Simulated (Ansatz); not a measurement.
Nb₄NiS₈ in space group P6_3/mmc (No. 194; Pearson symbol hP26), r²SCAN (plane waves, PAW; program Ansatz), all energies at zero smearing, with the estimated change up to a 700 eV cutoff added, with one set of potentials and settings (totals compare only within such a set). Cell of 26 atoms (8 Nb, 2 Ni, 16 S): -62724.034 eV.

```csv
element,reference phase,E (eV/atom)
Nb,"Im-3m, 1 atoms in the cell",-4563.6321
Ni,"Fm-3m, 1 atoms in the cell, spin-polarised",-5845.2912
S,"P2/c, 32 atoms in the cell",-905.8156
```

Formation energy per atom, worked out: (-62724.034 − 8×(-4563.6321) − 2×(-5845.2912) − 16×(-905.8156))/26 = -1.206 eV/atom (-116 kJ per mol of atoms), at 0 K, without zero-point energy or fitted corrections.

The first step of the workflow began from a Materials Project structure, measured or hypothetical; the Crystallography Open Database copy checked does not list it. Its standing as an ambient phase is unchecked. Symmetry was held in the r²SCAN relaxation; its stability against distortions is not shown here. The final state is ferromagnetic, chosen from 2 collinear starts compared on coarse meshes (ties went to the first, and starts can fall back to one state), not a proven ground state. Other orbital occupations within this spin state were not tried. No Hubbard U is applied. The references are the lowest solids computed at this level, not always the standard phases.

Potentials: the later of the program's two PAW sets.
